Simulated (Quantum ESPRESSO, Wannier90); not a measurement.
**Wannierisation of CaSe (rock salt)**

```xyz
2
Lattice="0.0000 2.9702 2.9702 2.9702 0.0000 2.9702 2.9702 2.9702 0.0000" Properties=species:S:1:pos:R:3 pbc="T T T"
Ca     0.0000     0.0000     0.0000
Se     2.9702     2.9702     2.9702
```

Materials Project entry mp-1415; symmetrised, unrelaxed at this level. COD (Crystallography Open Database) has an entry of this formula and space group (matched by these alone). Method: PBEsol plane waves in Quantum ESPRESSO 7.5 (PseudoDojo norm-conserving files, 69 Ry, no spin polarisation, no spin-orbit coupling), Bloch states on a 10×10×10 mesh through Γ, Wannier90 4.0.1. Density: 10×10×10 mesh, cold smearing 0.01 Ry. Spin-orbit coupling, left out, would split the p-like bands by a few tenths of an eV.

Valence charges of the files: Ca 10, Se 16. 27 bands were computed.

Isolated groups of bands, relative to the valence-band maximum (bands from 14 on overlap up to the last one computed):

| bands | from (eV) | to (eV) | filling | weight on atomic waves |
|---|---|---|---|---|
| 1–5 | -46.00 | -45.98 | filled | Se 3d 100 % |
| 6 | -39.61 | -39.60 | filled | Ca 3s 99 % |
| 7–9 | -20.78 | -20.67 | filled | Ca 3p 99 % |
| 10 | -11.78 | -11.11 | filled | Se 4s 90 %, Ca 4s 9 % |
| 11–13 | -3.28 | 0.00 | filled | Se 4p 89 %, Ca 4s 5 % |

Wanted is a model with the orbitals Ca s d, Se s p, without the filled groups that are mainly made of other shells (semicore states, and anion s where it isn't named); all higher bands stay in for disentanglement.

Give num_wann, exclude_bands and num_bands, and the number of electrons that the model holds.

Electrons: 1×10 + 1×16 = 26, which fill 13 bands.
num_wann = 1×6 + 1×4 = 10.
exclude_bands = 1-9, 9 bands, so num_bands = 27 − 9 = 18.
The model holds 26 − 2×9 = 8 electrons. With the window frozen to 3.47 eV it follows pw.x to 2.2 meV rms (states up to 3.0 eV relative to the valence-band maximum).
